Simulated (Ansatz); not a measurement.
Single point in Ansatz 0.2.0 with r2SCAN, no spin polarisation. Cutoff 500 eV, PAW datasets, 10×10×8 Γ-centred k mesh, fermi-dirac filling (width 0.1 eV).

Computed maps in the lattice plane spanned by a (left to right, 4.11 Å, 12 points from zero) and c (bottom to top, 4.28 Å, 13 points from zero), 90° apart, at height 0.333 along b. The fields are smooth PAW ones with compensation charges, not the true ones near nuclei.

Valence density. Digits on a logarithmic scale: 0 up to 0.03 e/Å³, each further digit a factor of 1.6, 9 from 1.3 e/Å³ up:
```
223444322222
222333222232
333333333333
444444444333
455444554444
555323555444
554323455444
454323454444
445555544333
345676543222
235797532212
235797532111
224676422121
```

Task: The cell is LiAl2H2. Which atoms lie within 0.2 Å of this plane, and where (fractions of a and c)?

Result: H at (0.33, 0.10), Al at (0.33, 0.46). The whole cell:
```
H Al Li
1.0
     2.05266    3.55532    0.00000
    -2.05266    3.55532    0.00000
     0.00000    0.00000    4.28323
H Al Li
2 2 1
Direct
  0.33330 0.33340 0.09760
  0.66670 0.66660 0.90240
  0.33330 0.33340 0.45890
  0.66670 0.66660 0.54110
  0.00000 0.00000 0.00000
```

Origin: a known structure type with other elements, at an estimated volume, so it need not be a known compound.
